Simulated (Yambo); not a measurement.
BaMg$_{2}$Sb$_{2}$ (space group P-3m1, No. 164), G0W0@LDA in Yambo; all else as in the reference (3×3×1 Γ-centred k mesh, bands 9 to 236 and a 7 Ry block in the screening, 236 bands in G with the Bruneval-Gonze terminator, plasmon pole fitted at 27.2 eV). One parameter is varied: the cutoff of the exchange sum, over 5, 10, 20, 40, 84 Ry.

Problem. From which value on does the gap Γ → (0, 0.333, 0) stay within 0.05 eV of the largest setting?

Solution. From 10 Ry on.
```tsv
cutoff of the exchange sum (Ry)	G0W0 gap (eV)	valence shift (eV)
5	1.86	-0.32
10	1.94	-0.54
20	1.96	-0.64
40	1.94	-0.67
84	1.93	-0.67
```
The last step of the sweep still moves the gap by 10 meV; the other settings are held fixed.

The standard potential for Sb keeps a d shell in the valence without the s and p states of that shell. In tests on such compounds this moved G0W0 gaps by up to about 0.9 eV, so absolute quasiparticle energies here are unreliable; differences between settings are what counts.

Spin-orbit coupling is not included.

Geometry of the Materials Project entry, not relaxed at this level; primitive cell a = 4.799 Å, b = 4.799 Å, c = 8.206 Å, α = 90.00°, β = 90.00°, γ = 120.00°.

A shift is the quasiparticle energy of the state minus its LDA energy.
